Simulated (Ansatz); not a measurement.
Relaxed-ion elastic tensor of HfOs (CsCl type, Pm-3m) in GPa (Voigt order), DFT-LDA in the program Ansatz with PAW potentials; density 18.68 g/cm³, 16.39 Å³ per atom.

```tsv
	1	2	3	4	5	6
1	446	155	155	0.0	0.0	0.0
2	155	446	155	0.0	0.0	0.0
3	155	155	446	0.0	0.0	0.0
4	0.0	0.0	0.0	115	0.0	0.0
5	0.0	0.0	0.0	0.0	115	0.0
6	0.0	0.0	0.0	0.0	0.0	115
```

Question: Is the crystal mechanically stable?

Answer: Yes: the smallest eigenvalue of C is 115 GPa.

Question: Work out the Voigt, Reuss and Hill averages.

Answer: K_V = 252, K_R = 252, K_H = 252; G_V = 127, G_R = 125, G_H = 126 GPa.

Question: Give Young's modulus, Poisson's ratio, Pugh's ratio and the universal anisotropy index.

Answer: E = 9KG/(3K + G) = 325 GPa; ν = 0.29; K/G = 1.99 (ductile by the Pugh limit of 1.75); A_U = 5G_V/G_R + K_V/K_R − 6 = 0.07.

Question: Estimate the sound speeds and the Debye temperature.

Answer: v_l = √((K + 4G/3)/ρ) = 4740 m/s, v_t = √(G/ρ) = 2600 m/s, mean 2900 m/s; Θ = (h/k)(3n/4πV)^(1/3) v_m = 340 K.

Question: Give the Zener ratio and Young's modulus along [100], [110] and [111].

Answer: A = 2C44/(C11 − C12) = 0.79; 1/E = S11 − 2(S11 − S12 − S44/2)Γ with Γ = 0, 1/4, 1/3 gives 366, 314, 299 GPa.

Question: Solve the Christoffel equation for the three sound speeds along [100], [110], [111].

Answer: Eigenvalues of C_ijkl n_j n_l equal ρv². In km/s, slowest first: [100] 2.48, 2.48, 4.88; [110] 2.48, 2.79, 4.71; [111] 2.69, 2.69, 4.66.

The first step of the workflow began from a Materials Project structure, measured or hypothetical; the Crystallography Open Database files this formula in space group No. 221, but the cells were not matched. Whether it is the stable phase at ambient conditions was not checked. The LDA relaxation kept the symmetry of its start; of distortions, only those at the zone centre were tested. The run is not spin-polarised. As this level gives no gap, shear constants depend on the k-mesh and smearing (Fermi–Dirac, 0.1 eV here). Spin–orbit coupling is left out wherever it is not named.

Potentials: the later of the program's two PAW sets.
